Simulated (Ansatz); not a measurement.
TiS$_{2}$:
```
CELL_PARAMETERS angstrom
      3.31482     0.00000     0.00000
     -1.65741     2.87072     0.00000
      0.00000     0.00000     5.44654
ATOMIC_POSITIONS crystal
  Ti 0.00000 0.00000 0.00000
  S  0.33333 0.66667 0.26093
  S  0.66667 0.33333 0.73907
```

Relaxed with LDA. Special points in fractions of this cell's reciprocal vectors: Γ (0.000, 0.000, 0.000); M (0.500, 0.000, 0.000); K (0.333, 0.333, 0.000); A (0.000, 0.000, 0.500); L (0.500, 0.000, 0.500); H (0.333, 0.333, 0.500).

### Question
List the band energies nearest the Fermi level at these points for plane-wave PAW LDA (Ansatz code).

### Answer
In eV from the Fermi level; about four levels below and three above (degenerate sets whole), none deeper than 8.9 eV; points with the same levels are listed once.

```csv
k,below,above
Γ,-5.94 -2.79 -2.79,0.30 0.30 0.30
M,-3.14 -2.99 -2.65 -1.62,0.17 1.77 2.25
K,-4.43 -4.43 -2.82 -2.82 -2.35,1.36 2.05 2.05
A,-3.83 -2.89 -2.71 -2.71,0.00 0.00 0.53 0.53
L,-2.94 -1.07 -1.06 -0.23,1.76 2.21 3.52
H,-3.92 -3.43 -2.23 -2.23,1.38 1.54 1.54
```

Space group P-3m1 (CdI2 type). Symmetry was held in the LDA relaxation. The run is not spin-polarised. A crystal of weakly bound layers computed without a dispersion correction: the cell and the soft elastic constants depend strongly on that.

Potentials: the later of the program's two PAW sets.
